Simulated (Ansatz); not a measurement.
Starting structure, 1 N2O a cell, donor, over a hollow Au-Au-Au site (Au, Fm-3m (No. 225), (1 1 1) face):

```yaml
crystal:
  lattice:
    - [5.80279, 0.00000, 0.00000]
    - [-2.90140, 5.02536, 0.00000]
    - [0.00000, 0.00000, 25.17586]
  atoms:
    - { symbol: Au, position: [0.33333, 0.16667, 0.31776] }
    - { symbol: Au, position: [0.33333, 0.66667, 0.31776] }
    - { symbol: Au, position: [0.83333, 0.16667, 0.31776] }
    - { symbol: Au, position: [0.83333, 0.66667, 0.31776] }
    - { symbol: Au, position: [0.66667, 0.33333, 0.41683] }
    - { symbol: Au, position: [0.66667, 0.83333, 0.41683] }
    - { symbol: Au, position: [0.16667, 0.33333, 0.41683] }
    - { symbol: Au, position: [0.16667, 0.83333, 0.41683] }
    - { symbol: Au, position: [0.00000, 0.50000, 0.51589] }
    - { symbol: Au, position: [0.00000, 0.00000, 0.51589] }
    - { symbol: Au, position: [0.50000, 0.50000, 0.51589] }
    - { symbol: Au, position: [0.50000, 0.00000, 0.51589] }
    - { symbol: N, position: [0.16667, 0.33333, 0.60883] }
    - { symbol: N, position: [0.16667, 0.33333, 0.65768] }
    - { symbol: O, position: [0.16667, 0.33333, 0.70567] }
```

All numbers below come from Ansatz, DFT PBE+D3(BJ), scalar-relativistic, plane waves, PAW. Plane waves to 420 eV, a k mesh through Γ of 4×4×1 on the computed 15-atom cell and Gaussian smearing (0.10 eV); no spin polarisation. The cell repeats along c with a dipole correction in the vacuum.

Atoms 1, 2, 3, 4 (counted from 1) are held. The cell is fixed. Force threshold 0.04 eV/Å.

Q: Where does it end?

A: The energy falls by 0.599 eV in 9 steps, to:

```
Au N O
1.0
     5.80279    0.00000    0.00000
    -2.90140    5.02536    0.00000
     0.00000    0.00000   25.17586
Au N O
12 2 1
Cartesian
  1.4507 0.8376 8.0000
  0.0000 3.3502 8.0000
  4.3521 0.8376 8.0000
  2.9014 3.3502 8.0000
  2.9014 1.6744 10.4939
  1.4500 4.1882 10.4939
  0.0000 1.6751 10.4968
  -1.4500 4.1882 10.4939
  -1.4529 2.5140 12.9877
  0.0000 -0.0026 12.9877
  1.4529 2.5140 12.9877
  2.9014 0.0000 12.9946
  0.0000 1.6751 16.2755
  0.0000 1.6751 17.4130
  0.0000 1.6751 18.6025
```

The end is the local minimum or symmetric point that this start leads to. The slab is only 4.7 Å thick, so the energy isn't converged with thickness.

Spin–orbit coupling is left out, which can shift energies with elements as heavy as these.

Cost: 1 run of about 9.3 core-minutes, on Intel Xeon Platinum 8259CL (Skylake/Cascade Lake) (shared hosts).